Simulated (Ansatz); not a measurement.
ZnF$_{2}$ (rutile, P4_2/mnm), DFT-PBEsol in the program Ansatz with PAW potentials. The conduction-band minimum lies at Γ, with 1 equivalent valley. Second derivatives d²E/dk² of the lowest band at one valley (eV·Å²), along Cartesian directions:

```
direction  d²E/dk²
---------  -------
[100]        17.26
[010]        17.26
[001]        18.98
[110]        17.26
[101]        18.12
[011]        18.12
```

Find the principal effective masses, the density-of-states mass and the conductivity mass.

Off-diagonal terms follow from H_xy = H[110] − (H_xx + H_yy)/2, and m*/mₑ = 7.620 eV·Å² over each eigenvalue: 0.40, 0.44, 0.44. One valley's DOS mass (m₁m₂m₃)^(1/3) = 0.43, conductivity mass 3/(Σ 1/mᵢ) = 0.43 mₑ.

What effective density of states Nc follows at 300 K for parabolic valleys?

Nc = 2.509e19 × 1 × (0.43)^(3/2) ≈ 7.1e18 cm⁻³.

The PBEsol relaxation kept the symmetry of its start.

Potentials: the later of the program's two PAW sets.

Edges and masses are those of Kohn–Sham bands, whose gap is no quasiparticle gap.
